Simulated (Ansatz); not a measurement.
Li (9R (Sm type), R-3m) under volume change, DFT-r²SCAN in the program Ansatz with PAW potentials, shape and atoms relaxed at each volume.

| V (Å³/atom) | E − E(relaxed) (meV/atom) | P (GPa) |
|---|---|---|
| 19.105 | 7.9 | 1.43 |
| 19.735 | 3.3 | 0.89 |
| 20.365 | 0.8 | 0.42 |
| 20.995 | 0.0 | 0.00 |
| 21.624 | 0.7 | -0.37 |
| 22.254 | 2.8 | -0.69 |
| 22.884 | 6.1 | -0.97 |

Q: What does a third-order Birch–Murnaghan fit give for V₀, B₀ and B′?

A: V₀ = 20.99 Å³/atom, B₀ = 13.0 GPa, B′ = 3.3.

The first step of the workflow began from a Materials Project structure, measured or hypothetical; the Crystallography Open Database files this formula in space group No. 166, but the cells were not matched. It is not the phase usual at ambient conditions (space group No. 229). Symmetry was held in the r²SCAN relaxation; of distortions, only those at the zone centre were tested.

Potentials: the later of the program's two PAW sets.
